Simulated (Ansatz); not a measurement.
Q: Write an Ansatz input for a single-point calculation of Pb with PBE (scalar-relativistic), a cutoff of 420 eV (density cutoff 4 times that), a Γ-centred 8×8×8 mesh and Gaussian smearing of 0.05 eV, without spin polarisation. Forces, stress and eigenvalues are wanted. The structure:
```
CELL_PARAMETERS angstrom
0.0000000000 2.4750000000 2.4750000000
2.4750000000 0.0000000000 2.4750000000
2.4750000000 2.4750000000 0.0000000000
ATOMIC_POSITIONS crystal
Pb 0.0000000000 0.0000000000 0.0000000000
```

A: 
```yaml
crystal:
  lattice:
    - [0.0, 2.475, 2.475]
    - [2.475, 0.0, 2.475]
    - [2.475, 2.475, 0.0]
  atoms:
    - { symbol: Pb, position: [0.0, 0.0, 0.0] }
basis:
  ecutwfc: 420
  ecutrho_ratio: 4
kpoints:
  mp_grid: { grid: [8, 8, 8] }
hamiltonian:
  xc: pbe
scf:
  occupations: { method: gaussian, width: 0.05 }
output:
  forces: true
  stress: true
  eigenvalues: true
```

Run as written, it has 14 valence electrons, 609 plane waves at Γ, 48 symmetry operations and 29 irreducible k-points; it took 6 SCF iterations in all.
